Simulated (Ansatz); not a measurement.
SiSnO3:
```
CELL_PARAMETERS angstrom
      3.46541     0.00000     0.00000
      0.00000     3.46541     0.00000
      0.00000     0.00000     4.69162
ATOMIC_POSITIONS crystal
  Si 0.50000 0.50000 0.49034
  Sn 0.00000 0.00000 0.01500
  O  0.50000 0.50000 0.83796
  O  0.50000 0.00000 0.38135
  O  0.00000 0.50000 0.38135
```

Cartesian axes are those of the cell as given.

Task: Give the proper piezoelectric stress tensor with relaxed ions from the program Ansatz at the PBEsol level (PAW).

Result: In C/m², rows x, y, z, Voigt columns; mesh uncertainty up to 0.01.
```
0.00  0.00  0.00  0.00  6.12  0.00
0.00  0.00  0.00  6.12  0.00  0.00
1.24  1.24  1.39  0.00  0.00  0.00
```

The elastic tensor of the same run (GPa):

```
      1     2     3     4     5    6
-  ----  ----  ----  ----  ----  ---
1   256   203  73.8   0.0   0.0  0.0
2   203   256  73.8   0.0   0.0  0.0
3  73.8  73.8  97.2   0.0   0.0  0.0
4   0.0   0.0   0.0  40.2   0.0  0.0
5   0.0   0.0   0.0   0.0  40.2  0.0
6   0.0   0.0   0.0   0.0   0.0  178
```

Task: Convert to strain constants d = e·S.

Result: In pC/N:
```
  0.0    0.0    0.0    0.0  152.2    0.0
  0.0    0.0    0.0  152.2    0.0    0.0
  0.5    0.5   13.4    0.0    0.0    0.0
```

Space group P4mm. A made-up cell: these elements were put on the sites of a structure type; neither database checked (COD, Materials Project) lists it. Whether it is the stable phase at ambient conditions was not checked. The cell was relaxed with PBEsol under the symmetry of its start; whether a distortion lowers the energy is not shown. Signs of piezoelectric constants follow the polarity of the cell as given. Scalar-relativistic: spin–orbit coupling is off unless named, which matters more the heavier the elements.

Potentials: the later of the program's two PAW sets.
